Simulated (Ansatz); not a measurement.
A geometry of SiS₂ away from equilibrium: the start of the relaxation of a relaxed SiS2 cell, doubled along one cell vector, shaken by Gaussian noise of σ = 0.08 Å a coordinate. The numbers are results of r2SCAN (plane waves to 500 eV, PAW, scalar-relativistic; Ansatz, a quantum-chemistry and plane-wave program), not measurements. Γ-centred k-mesh 2×4×7 on the run's cell (coarser than for final values), Fermi–Dirac smearing 0.05 eV.

```xyz
12
Lattice="11.3734 0.0000 0.0000 0.0000 5.6867 0.0000 0.0000 0.0000 3.2949" Properties=species:S:1:pos:R:3:forces:R:3 pbc="T T T" free_energy=-9805.301 pressure_GPa=4.7
Si     2.9122     2.8807     1.7091   -0.7748    2.0756   -2.8182
Si     8.6552     2.8512     1.6129    0.2939    1.3538    0.4533
Si     0.0530     0.0181     0.0193   -1.3630   -1.9030   -0.3823
Si     5.7678     0.2150     0.1594   -4.7130   -4.7535   -3.4987
S      4.5603     4.4787     1.7008    1.7752    2.1030   -0.2412
S     10.2943     4.6512     1.7698   -0.3859   -0.5393   -1.0764
S      1.8260     3.8874    -0.0231   -1.0333    0.1921    0.8862
S      7.4360     3.8580     0.0199    0.6039   -0.8063   -0.1536
S      3.8856     1.9133    -0.1082    1.4167   -2.6646    2.5324
S      9.6560     1.7248    -0.0060   -0.8352    0.3672   -0.0379
S      0.9574     0.9775     1.5947    1.9588    1.7643    0.9496
S      6.6157     1.0643     1.6464    3.0567    2.8107    3.3869
```

Positions in Å, forces in eV/Å, free energy of the cell in eV (comparable only within this code, potentials and settings). Largest force: 7.55 eV/Å, on Si4 (atoms numbered as listed); the geometry lies 0.32 eV/atom above the end of its relaxation.

No spin polarisation in the result. Without a van der Waals term the distances between weakly bound units are poorly fixed.

The end of the path is a generated cell of SiS2: the first start was made by placing the elements on the sites of a structure type, and the end was not matched to a known phase here, so it may be hypothetical.
